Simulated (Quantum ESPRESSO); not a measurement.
Space group Fm-3m (No. 225); a = b = c = 7.074 Å, α = β = γ = 90.00°

```tsv
atom	site	symmetry	x	y	z
K	4a	m-3m	0.0000	0.0000	0.0000
I	4b	m-3m	0.5000	0.5000	0.5000
```
(The calculation used a cell of 2 atoms; values per cell refer to that cell.)

The PBEsol cell relaxed from Materials Project entry mp-22898 was given an isotropic strain of +1 % on all lattice vectors, and the atoms were relaxed again.

Question: What does norm-conserving PBEsol (Quantum ESPRESSO, 74 Ry, without SOC) give for the electronic structure near the Fermi level?

Answer: The PBEsol gap is direct, 3.81 eV at Γ. Without spin-orbit coupling, band edges of such heavy elements can be off by tenths of an eV.
